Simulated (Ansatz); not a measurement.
ZrN (rock salt, Fm-3m) under volume change, PBEsol (plane waves, PAW; program Ansatz), scaled uniformly.

```json
[
 {"V (Å³/atom)": "10.730", "E − E(relaxed) (meV/atom)": "94.7", "P (GPa)": "31.05"},
 {"V (Å³/atom)": "11.084", "E − E(relaxed) (meV/atom)": "?", "P (GPa)": "?"},
 {"V (Å³/atom)": "11.437", "E − E(relaxed) (meV/atom)": "?", "P (GPa)": "?"},
 {"V (Å³/atom)": "11.791", "E − E(relaxed) (meV/atom)": "0.0", "P (GPa)": "-0.01"},
 {"V (Å³/atom)": "12.145", "E − E(relaxed) (meV/atom)": "8.5", "P (GPa)": "-7.47"},
 {"V (Å³/atom)": "12.499", "E − E(relaxed) (meV/atom)": "32.2", "P (GPa)": "-13.84"},
 {"V (Å³/atom)": "12.852", "E − E(relaxed) (meV/atom)": "68.9", "P (GPa)": "-19.26"}
]
```

What belongs in the gaps?


- 11.437, E − E(relaxed) (meV/atom): 9.4
- 11.437, P (GPa): 8.75
- 11.084, E − E(relaxed) (meV/atom): 39.8
- 11.084, P (GPa): 19.01

What does a third-order Birch–Murnaghan fit give for V₀, B₀ and B′?

V₀ = 11.79 Å³/atom, B₀ = 269 GPa, B′ = 4.3.

Symmetry was held in the PBEsol relaxation. No spin polarisation was allowed. Scalar-relativistic: spin–orbit coupling is off unless named, which matters more the heavier the elements.

Potentials: the later of the program's two PAW sets.
